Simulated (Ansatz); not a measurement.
Zn5CdS6 (P31m) at 2 levels of theory

One geometry, relaxed with PBE; plane waves with PAW potentials in Ansatz, scalar-relativistic. No spin polarisation. Gaps are the least over mesh and band path; pressure is positive in compression.

```
CELL_PARAMETERS angstrom
6.75848 0.00000 0.00000
-3.37924 5.85302 0.00000
0.00000 0.00000 6.38718
ATOMIC_POSITIONS crystal
Zn 0.66055 0.00000 0.99960
Zn 0.33945 0.33945 0.99960
Zn 0.00000 0.66055 0.99960
Zn 0.66667 0.33333 0.50038
Zn 0.33333 0.66667 0.50038
Cd 0.00000 0.00000 0.50072
S 0.64540 0.00000 0.36896
S 0.35460 0.35460 0.36896
S 0.00000 0.64540 0.36896
S 0.00000 0.00000 0.90074
S 0.66667 0.33333 0.87105
S 0.33333 0.66667 0.87105
```

```json
{"level": "PBE", "cutoff (eV)": "420", "k mesh": "6×6×4", "gap (eV)": "1.84", "pressure (GPa)": "0.0"}
```

**Question.** What comes out on the same cell with PBEsol?

**Answer.**
```csv
level,cutoff (eV),k mesh,gap (eV),pressure (GPa)
PBEsol,420,6×6×4,1.70,-3.3
```

It was reached by relaxing an invented guess, and it needn't be the stable form of this composition.
